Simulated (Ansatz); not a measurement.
Profile along the Ti–Ti line in TiAl (CuAu type, space group P4/mmm)

TiAl (CuAu type, space group P4/mmm)

```
CELL_PARAMETERS angstrom
      2.79729     0.00000     0.00000
      0.00000     2.79729     0.00000
      0.00000     0.00000     4.03230
ATOMIC_POSITIONS crystal
  Al 0.50000 0.50000 0.50000
  Ti 0.00000 0.00000 0.00000
```

Fields along a shortest Ti–Ti line of a (001) plane (2.80 Å), from Ti to Ti, interpolated on the slice's grid (step about 0.1 Å). These are PBEsol (plane waves to 420 eV, PAW, scalar-relativistic; Ansatz, a quantum-chemistry and plane-wave program) values and carry that method's errors. k mesh 17×17×12. Inside the PAW spheres the values are not all-electron values, and peaks at nuclei hang on which shells count as valence. TiAl is run without spin polarisation. TiAl was relaxed with its symmetry unable to fall.

```csv
distance from Ti (Å),valence electron density (e/Å³),electron localisation function
0.00,10.22,x
0.28,9.04,x
0.56,4.41,0.68
0.84,0.94,0.45
1.12,0.31,0.21
1.40,0.24,0.30
1.68,0.31,0.21
1.96,0.94,0.45
2.24,4.41,0.68
2.52,9.04,x
2.80,10.22,x
```

x: too close to a nucleus for the ELF to mean much.

Density on the Ti–Ti line (2.80 Å) at its midpoint: 0.24 e/Å³. ELF at that point: 0.30.
